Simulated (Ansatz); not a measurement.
Here is the system:

ZrMo:
```cif
data_MoZr
_chemical_formula_sum 'Mo1 Zr1'
_space_group_name_H-M_alt 'Pm-3m'
_space_group_IT_number 221
_space_group_name_Hall '-P 4 2 3'
_cell_length_a 3.29925
_cell_length_b 3.29925
_cell_length_c 3.29925
_cell_angle_alpha 90.000
_cell_angle_beta 90.000
_cell_angle_gamma 90.000
loop_
_atom_site_label
_atom_site_type_symbol
_atom_site_symmetry_multiplicity
_atom_site_Wyckoff_symbol
_atom_site_fract_x
_atom_site_fract_y
_atom_site_fract_z
_atom_site_occupancy
Mo1 Mo 1 a 0.00000 0.00000 0.00000 1
Zr1 Zr 1 b 0.50000 0.50000 0.50000 1
```

This is the PBEsol-relaxed structure.

Question: All from PBEsol in the plane-wave PAW code Ansatz, unless another level is named. Predict the density of states at the Fermi level.

Answer: 1.9 states/eV per atom (mean over ±0.08 eV).

Question: Predict the formation energy from the elements (no fitted shifts).

Answer: 0.073 eV/atom.

The start of the workflow was typed in or built on a structure type; neither database checked (COD, Materials Project) lists it. Whether it is the stable phase at ambient conditions was not checked. The cell was relaxed with PBEsol under the symmetry of its start; its stability against distortions is not shown here. No spin polarisation was allowed. The references are the lowest solids computed at this level, not always the standard phases. Scalar-relativistic: spin–orbit coupling is off unless named, which matters more the heavier the elements.

Potentials: the later of the program's two PAW sets.
